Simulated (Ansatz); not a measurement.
SiNi:
Space group Pnma (No. 62); a = 5.044 Å, b = 3.337 Å, c = 5.474 Å, α = β = γ = 90.00°

| atom | site | symmetry | x | y | z |
|---|---|---|---|---|---|
| Si | 4c | .m. | 0.1800 | 0.2500 | 0.4126 |
| Ni | 4c | .m. | 0.0091 | 0.2500 | 0.8122 |

Relaxed with LDA.

Question: Decompose the optical modes at the zone centre into irreducible representations, and say which are infrared and Raman allowed.

Answer: Point group mmm: Γ_opt = 4Ag + 2Au + 2B1g + 3B1u + 4B2g + B2u + 2B3g + 3B3u. Infrared: B1u, B2u, B3u. Raman: Ag, B1g, B2g, B3g.

Question: Assign frequencies (DFPT, LDA in the plane-wave PAW code Ansatz).

Answer: B1g 157, Au 177, B3u 193, B3g 208, Ag 210, Ag 226, B1u 232, B2g 236, B2g 268, B1u 291, Ag 303, B3u 307, Au 311, B3g 337, B2u 344, B2g 351, B1g 361, Ag 376, B1u 401, B3u 406, B2g 423 cm⁻¹.

Subscripts of B labels follow the axes of the standard setting.

Symmetry was held in the LDA relaxation. The run is not spin-polarised. As this level gives no gap, phonon frequencies hold no LO–TO term and depend on the k-mesh and smearing (Fermi–Dirac, 0.1 eV here).

Potentials: the later of the program's two PAW sets.
